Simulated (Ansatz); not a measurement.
The start is a generated cell, CaC2 placed in the AFLOW prototype AB2_hP6_194_c_f (C7, as in MoS2). A full variable-cell relaxation at zero pressure is run with r2SCAN (plane waves to 500 eV, PAW, scalar-relativistic; Ansatz, a first-principles code). The first steps use a coarse 9×9×2 k-mesh.

Initial structure:
```yaml
crystal:
  lattice:
    - [3.06516, 0.00000, 0.00000]
    - [-1.53258, 2.65450, 0.00000]
    - [0.00000, 0.00000, 11.92220]
  atoms:
    - { symbol: Ca, position: [0.33333, 0.66667, 0.25000] }
    - { symbol: Ca, position: [0.66667, 0.33333, 0.75000] }
    - { symbol: C, position: [0.33333, 0.66667, 0.62750] }
    - { symbol: C, position: [0.66667, 0.33333, 0.12750] }
    - { symbol: C, position: [0.66667, 0.33333, 0.37250] }
    - { symbol: C, position: [0.33333, 0.66667, 0.87250] }
```

Task: What pressure does the first self-consistent step give?

Result: +16 GPa (positive: the cell is compressed).

Task: Which atoms feel the largest initial force, and how large is it?

Result: About 1.9 eV/Å, on C3, C4, C5, C6 (atoms numbered as listed).

Task: How does the volume change?

Result: -38.7 %, from 16.17 to 9.91 Å³/atom.

Task: How do the shortest distances between atoms change?

Result: The closest pairs of elements (up to four, under 3.6 Å), start → end: C–C 2.92 → 1.66 Å; C–Ca 2.29 → 2.47 Å; Ca–Ca 3.07 → 2.77 Å.

Task: What band gap does the relaxed structure have at this level?

Result: No gap (metallic).

Task: Write out the relaxed structure.

Result: 
```cif
data_C4Ca2
_chemical_formula_sum 'Ca2 C4'
_space_group_name_H-M_alt 'P63/mmc'
_space_group_IT_number 194
_space_group_name_Hall '-P 6c 2c'
_cell_length_a 2.76919
_cell_length_b 2.76919
_cell_length_c 8.95046
_cell_angle_alpha 90.000
_cell_angle_beta 90.000
_cell_angle_gamma 120.000
loop_
_atom_site_label
_atom_site_type_symbol
_atom_site_symmetry_multiplicity
_atom_site_Wyckoff_symbol
_atom_site_fract_x
_atom_site_fract_y
_atom_site_fract_z
_atom_site_occupancy
Ca1 Ca 2 c 0.33333 0.66667 0.25000 1
C1 C 4 f 0.66667 0.33333 0.02546 1
```

The space group stays P6₃/mmc (No. 194) (the run could not lower it), with 6 atoms in the primitive cell. Final values are on a 19×19×6 k-mesh of the relaxed cell. No spin polarisation in the result.

The run could not lose the symmetry of its start: the end is stationary, and may be a saddle point rather than a minimum.

The relaxed structure here is a generated cell of CaC2: the first start was made by placing the elements on the sites of a structure type, and the end was not matched to a known phase here, so it may be hypothetical.
